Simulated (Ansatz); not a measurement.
InRu3N (anti-perovskite, Pm-3m), the program Ansatz at the PBEsol level (PAW), all energies at zero smearing, with the estimated change up to a 700 eV cutoff added, with one set of potentials and settings (totals compare only within such a set). Cell of 5 atoms (1 In, 3 Ru, 1 N): -23353.383 eV.

| element | reference phase | E (eV/atom) |
|---|---|---|
| In | I4/mmm, 1 atoms in the cell | -5525.4724 |
| Ru | P6_3/mmc, 2 atoms in the cell | -5816.5470 |
| N | Pa-3, 8 atoms in the cell | -378.4910 |

Formation energy per atom, worked out: (-23353.383 − 1×(-5525.4724) − 3×(-5816.5470) − 1×(-378.4910))/5 = 0.044 eV/atom (4 kJ per mol of atoms), at 0 K, without zero-point energy or fitted corrections.

The start of the workflow was typed in or built on a structure type; neither database checked (COD, Materials Project) lists it. Whether it is the stable phase at ambient conditions was not checked. The PBEsol relaxation kept the symmetry of its start; its stability against distortions is not shown here. The workflow began spin-polarised and lost its moments. The references are the lowest solids computed at this level, not always the standard phases (solids in place of the gases).

Potentials: the earlier of the program's two PAW sets. The files were generated under PBE; for other functionals the program regenerates the frozen cores, and for LDA and PBEsol the local potential too.
